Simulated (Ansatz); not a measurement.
# V₃MoSe₈ (P-3m1) at 2 levels of theory

One geometry, relaxed with PBE; plane waves with PAW potentials in Ansatz, scalar-relativistic. Collinear spin, ending at 1.9 μB a primitive cell. Gaps are the least over mesh and band path; pressure is positive in compression.

```cif
data_structure
_symmetry_space_group_name_H-M 'P-3m1'
_symmetry_Int_Tables_number 164
_cell_length_a 3.3347
_cell_length_b 3.3347
_cell_length_c 28.2620
_cell_angle_alpha 90.000
_cell_angle_beta 90.000
_cell_angle_gamma 120.000
_cell_volume 272.17
loop_
_atom_site_label
_atom_site_type_symbol
_atom_site_symmetry_multiplicity
_atom_site_Wyckoff_symbol
_atom_site_fract_x
_atom_site_fract_y
_atom_site_fract_z
_atom_site_occupancy
V1 V 2 c 0.00000 0.00000 0.75109 1
V2 V 1 a 0.00000 0.00000 0.00000 1
Mo1 Mo 1 b 0.00000 0.00000 0.50000 1
Se1 Se 2 d 0.33333 0.66667 0.80695 1
Se2 Se 2 d 0.33333 0.66667 0.05588 1
Se3 Se 2 d 0.33333 0.66667 0.30480 1
Se4 Se 2 d 0.33333 0.66667 0.55996 1
```

| level | cutoff (eV) | k mesh | gap (eV) | pressure (GPa) | largest moment (μB) |
| --- | --- | --- | --- | --- | --- |
| PBE | 420 | 12×12×2 | 0 | 0.0 | 0.63 |

Problem. What comes out on the same cell with LDA?

Solution.
| level | cutoff (eV) | k mesh | gap (eV) | pressure (GPa) | largest moment (μB) |
| --- | --- | --- | --- | --- | --- |
| LDA | 420 | 12×12×2 | 0 | -6.3 | 0.17 |

Moments started parallel, and an antiferromagnetic order may lie lower. The cell holds layers, chains or molecules and no dispersion correction was added, so their binding is poorly described.

The cell was found from a structure generator's guess, not taken from experiment.
